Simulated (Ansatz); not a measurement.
Frames from the relaxation of a relaxed Cd cell, doubled along one cell vector, shaken by Gaussian noise of σ = 0.08 Å a coordinate, as extended XYZ (Å, eV, eV/Å, GPa with compression positive). Computed with r2SCAN (plane waves to 500 eV, PAW, scalar-relativistic; Ansatz, a first-principles code). Γ-centred k-mesh 6×11×11 on the run's cell (coarser than for final values), Fermi–Dirac smearing 0.05 eV.

```xyz
2
Lattice="5.8900 0.0000 0.0000 0.0000 2.9450 0.0000 0.0000 0.0000 2.9450" Properties=species:S:1:pos:R:3:forces:R:3 pbc="T T T" step=1 free_energy=-16536.136 pressure=0.6 accepted=T
Cd    -0.0885    -0.1302    -0.0746    0.5745   -0.0274    0.0090
Cd     3.0270     0.0264    -0.1268   -0.5745    0.0274   -0.0090
2
Lattice="5.8490 0.0017 -0.0005 0.0008 2.9432 -0.0003 -0.0003 -0.0003 2.9447" Properties=species:S:1:pos:R:3:forces:R:3 pbc="T T T" step=2 free_energy=-16536.178 pressure=0.3 accepted=T
Cd     0.0176    -0.1496    -0.0683   -0.1213   -0.0232    0.0074
Cd     2.9005     0.0467    -0.1333    0.1213    0.0232   -0.0074
2
Lattice="5.8676 0.0013 -0.0005 0.0007 2.9369 -0.0062 -0.0002 -0.0062 2.9457" Properties=species:S:1:pos:R:3:forces:R:3 pbc="T T T" step=4 free_energy=-16536.196 pressure=-0.3 accepted=T
Cd    -0.0095    -0.3483    -0.0199    0.0266   -0.0484    0.0069
Cd     2.9369     0.2459    -0.1815   -0.0266    0.0484   -0.0069
```

The path has 29 moves and ends in Fmmm (No. 69) at a tolerance of 0.01 Å, I4/mmm (No. 139) at 0.1 Å, 0.17 to 0.19 eV/atom (the two k-meshes of the run give this range) below its start. Free energies are of the whole cell and compare only within this code, potentials and settings.  No spin polarisation in the result.

The run could not lose the symmetry of its start, so the end can be a saddle point.

The end of the path is a generated cell of Cd: the first start was made by a random draw of sites in a space group, and the end was not matched to a known phase here, so it may be hypothetical. Known forms of Cd include space group No. 194.
